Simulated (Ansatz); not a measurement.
Consider the following.

BaN:
```cif
data_BaN
_chemical_formula_sum 'Ba1 N1'
_space_group_name_H-M_alt 'P 1'
_space_group_IT_number 1
_cell_length_a 4.20856
_cell_length_b 4.20856
_cell_length_c 4.20856
_cell_angle_alpha 60.000
_cell_angle_beta 60.000
_cell_angle_gamma 60.000
loop_
_space_group_symop_operation_xyz
  'x, y, z'
loop_
_atom_site_label
_atom_site_type_symbol
_atom_site_fract_x
_atom_site_fract_y
_atom_site_fract_z
_atom_site_occupancy
Ba1 Ba 0.00000 0.00000 0.00000 1
N1 N 0.75000 0.75000 0.75000 1
```

This is the PBEsol-relaxed structure.

All from PBEsol (plane waves, PAW; program Ansatz), unless another level is named. Give the electronic character.

metallic (no gap).

Give the formation energy from the elements (no fitted shifts).

0.15 eV/atom.

What about the gap with spin–orbit coupling?

none (metallic).

Space group F-43m (zinc blende). The start of the workflow was typed in or built on a structure type; neither database checked (COD, Materials Project) lists it. Whether it is the stable phase at ambient conditions was not checked. Symmetry was held in the PBEsol relaxation; its stability against distortions is not shown here. Its formation energy is positive at this level, so the cell may be metastable or incomplete. With an odd number of electrons in the cell and no spin polarisation, the count alone makes it a metal. The references are the lowest solids computed at this level, not always the standard phases (solids in place of the gases). Spin–orbit coupling is left out wherever it is not named.

Potentials: the earlier of the program's two PAW sets. The files were generated under PBE; for other functionals the program regenerates the frozen cores, and for LDA and PBEsol the local potential too.
